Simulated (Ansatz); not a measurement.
SiGeC2:
```yaml
crystal:
  lattice:
    - [3.17790, 0.00000, 0.00000]
    - [0.00000, 3.17790, 0.00000]
    - [0.00000, 0.00000, 4.48703]
  atoms:
    - { symbol: Si, position: [0.00000, 0.00000, 0.00000] }
    - { symbol: C, position: [0.50000, 0.00000, 0.23548] }
    - { symbol: Ge, position: [0.50000, 0.50000, 0.50000] }
    - { symbol: C, position: [0.00000, 0.50000, 0.76452] }
```

Plane-wave PAW PBE (Ansatz code) gives a gap of 1.50 eV without spin–orbit coupling, maximum at Γ, minimum at M.

### Question
What happens when spin–orbit coupling is switched on?

### Answer
The gap shrinks by 0.02 eV, to 1.48 eV; maximum at Γ, minimum at M.

### Question
Give the hole effective mass with spin–orbit coupling.

### Answer
0.37, 0.44, 0.53 mₑ (principal values).

Space group P-4m2. The start of the workflow was typed in or built on a structure type; neither database checked (COD, Materials Project) lists it. Whether it is the stable phase at ambient conditions was not checked. The cell was relaxed with PBE under the symmetry of its start; whether a distortion lowers the energy is not shown.

Potentials: the earlier of the program's two PAW sets.
